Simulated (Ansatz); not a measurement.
**MgRh: computed property card**

MgRh:
```yaml
crystal:
  lattice:
    - [3.04754, 0.00000, 0.00000]
    - [0.00000, 3.04754, 0.00000]
    - [0.00000, 0.00000, 3.04754]
  atoms:
    - { symbol: Mg, position: [0.00000, 0.00000, 0.00000] }
    - { symbol: Rh, position: [0.50000, 0.50000, 0.50000] }
```

Space group Pm-3m (No. 221), CsCl type; conventional cell a = b = c = 3.0475 Å, α = β = γ = 90.00°.

Method: plane-wave PAW LDA (Ansatz code). Structure relaxed to zero pressure with the same functional. Other levels are named where they apply.

**Cell and energy**

* **Volume per atom**: 14.15 Å³
* **Density**: 7.46 g/cm³
* **Formation energy from the elements (no fitted shifts)**: -0.41 eV/atom

**Electronic structure**

* **Electronic character**: metallic (no gap)
* **Density of states at the Fermi level**: 0.50 states/eV per atom (mean over ±0.08 eV)

**Mechanics**

Bulk modulus (Birch–Murnaghan fit): 140 GPa
Pressure derivative B′: 4.5
Elastic constants (relaxed ions, GPa): C11 = 199, C12 = 110, C44 = 87.2
Mechanical stability: stable (all eigenvalues of C positive)
Hill bulk and shear moduli: 140 and 66.6 GPa
Young's modulus: 173 GPa
Poisson's ratio: 0.29
Debye temperature from the elastic constants: 411 K

**Phonons**

* **Highest zone-centre frequency**: 293 cm^-1
* **Zone-centre stability**: no imaginary mode at Γ

The first step of the workflow began from a Materials Project structure, measured or hypothetical; the Crystallography Open Database files this formula in space group No. 221, but the cells were not matched. Whether it is the stable phase at ambient conditions was not checked. The cell was relaxed with LDA under the symmetry of its start. No spin polarisation was allowed. As this level gives no gap, shear constants depend on the k-mesh and smearing (Fermi–Dirac, 0.1 eV here). As this level gives no gap, phonon frequencies hold no LO–TO term and depend on the k-mesh and smearing (Fermi–Dirac, 0.1 eV here). The references are the lowest solids computed at this level, not always the standard phases. Scalar-relativistic: spin–orbit coupling is off unless named, which matters more the heavier the elements.

Potentials: the later of the program's two PAW sets.
